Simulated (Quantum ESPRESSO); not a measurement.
# Planted mistakes on one cell of Ga7MgP7S

The results below are calculated, not measured. They come from pw.x of Quantum ESPRESSO 7.5, a plane-wave density functional program, with PseudoDojo standard norm-conserving files (v0.5 for PBE, v0.4.1 for LDA and PBEsol). The cells are made up: elements, strain and atom displacements were drawn at random, and nothing was relaxed. There is no spin polarisation, spin-orbit coupling or dispersion term.

The cell has 16 sites of a zincblende or diamond lattice (two cubes along c). Sites 1 to 8 hold Ga Ga Ga Mg Ga Ga Ga Ga; sites 9 to 16 hold P P P S P P P P. Cell vectors in Å: (5.529, -0.014, 0.020); (-0.014, 5.457, 0.071); (0.040, 0.141, 11.056). Settings: PBE, cutoff 1143 eV, 4 x 4 x 2 k mesh shifted by half a step, Fermi-Dirac smearing of 0.025 eV.

The intended run has a self-consistency threshold of 1e-07 eV, a smearing term of 0.000 eV, a pressure of 3.64 GPa and 13 iterations. Each further run changes one thing: all lengths scaled by 0.9832; atoms of sites 6 and 16 exchanged; cutoff 721 eV; files of LDA; k mesh 1 x 1 x 1; one electron removed; smearing 0.42 eV; threshold 0.2 eV. A coarse mesh keeps the shift, and a charged cell sits in a uniform background.

| run | change of free energy (eV) | smearing term -TS (eV) | change of P (GPa) | largest change of a force component (eV/Å) | iterations |
| --- | --- | --- | --- | --- | --- |
| A | 16.958 | 0.000 | -5.04 | 0.230 | 13 |
| B | 2.669 | -0.005 | 0.60 | 0.895 | 14 |
| C | -0.312 | -1.233 | 0.35 | 0.174 | 12 |
| D | 4.555 | 0.000 | 2.11 | 0.347 | 13 |
| E | -6.769 | -0.012 | -5.76 | 0.344 | 13 |
| F | 0.105 | 0.000 | 0.94 | 1.569 | 4 |
| G | 0.607 | 0.000 | 4.69 | 0.457 | 13 |
| H | 25.083 | 0.000 | -90.77 | 0.023 | 13 |

A rerun of the intended cell at 1437 eV and k mesh 6 x 6 x 4 moved values by no more than 0.017 eV in the cell's energy, 0.02 GPa in stress and 0.005 eV/Å in force.

Question: which change belongs to which run?

## Worked reading

Run F has the fewest iterations, as a run stopped early does. Run C has the largest smearing term, as wide smearing gives. Run H has a higher energy and the largest fall in pressure, as too small a basis gives. Run G changes the volume by a factor of 0.9504; minus its pressure change over the logarithm of that factor, 92 GPa, is a rough bulk modulus with clamped atoms. Energies from files of another functional, or of a charged cell, have another zero and say nothing on stability; the pressure of a charged cell rests on the program's zero of potential too.

## Key

| run | change |
| --- | --- |
| A | files of LDA |
| B | atoms of sites 6 and 16 exchanged |
| C | smearing 0.42 eV |
| D | k mesh 1 x 1 x 1 |
| E | one electron removed |
| F | threshold 0.2 eV |
| G | all lengths scaled by 0.9832 |
| H | cutoff 721 eV |